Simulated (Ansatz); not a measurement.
MgZnO₂:
Space group R-3m, hexagonal axes (No. 166); a = 3.006 Å, b = 3.006 Å, c = 14.609 Å, α = 90.00°, β = 90.00°, γ = 120.00°

```json
[
 {"atom": "Mg", "site": "3a", "symmetry": "-3m", "x": "0.0000", "y": "0.0000", "z": "0.0000"},
 {"atom": "Zn", "site": "3b", "symmetry": "-3m", "x": "0.0000", "y": "0.0000", "z": "0.5000"},
 {"atom": "O", "site": "6c", "symmetry": "3m", "x": "0.0000", "y": "0.0000", "z": "0.2521"}
]
```
(The calculation used a cell of 4 atoms; values per cell refer to that cell.)

Relaxed with PBEsol. DFT-PBEsol in the program Ansatz with PAW potentials gives a gap of 2.58 eV.

Task: What gap does HSE06 give on the same cell (Ansatz, PAW)?

Result: 4.46 eV, 1.88 eV more. The hybrid was solved on a coarser mesh and at special points; its gap is the smallest among all of these.

```csv
k,v1 PBEsol,c1 PBEsol,v1 HSE06,c1 HSE06
Γ,-0.33,2.58,-0.37,4.46
T,0.00,4.91,___,___
L,-0.62,7.16,___,___
F,-0.14,6.29,___,___
S0,-0.76,7.66,___,___
H0,-0.73,7.59,-0.85,9.92
```

Task: Top valence (v1) and lowest conduction level (c1) in eV from each method's valence maximum (which need not be a listed point): supply the withheld HSE06 values.

Result: 
- L, v1 HSE06: -0.72
- L, c1 HSE06: 9.43
- T, v1 HSE06: 0.00
- T, c1 HSE06: 6.87
- S0, v1 HSE06: -0.88
- S0, c1 HSE06: 10.01
- F, v1 HSE06: -0.20
- F, c1 HSE06: 8.41

Cost on shared cores: the PBEsol run (SCF on a 11×11×11 mesh, then bands and DOS) roughly 40 core-seconds, the HSE06 run (SCF on 8×8×8, then a few points) around 5 core-minutes (rough); the tasks are unlike.

The workflow started from a Materials Project entry (that database holds measured and hypothetical structures alike); the Crystallography Open Database copy checked does not list it. With Mg and Zn taken as one species the cell has the higher symmetry Fm-3m, so it may be an ordered model of a mixed-site phase. Its standing as an ambient phase is unchecked. The PBEsol relaxation kept the symmetry of its start; of distortions, only those at the zone centre were tested.

Potentials: the later of the program's two PAW sets.
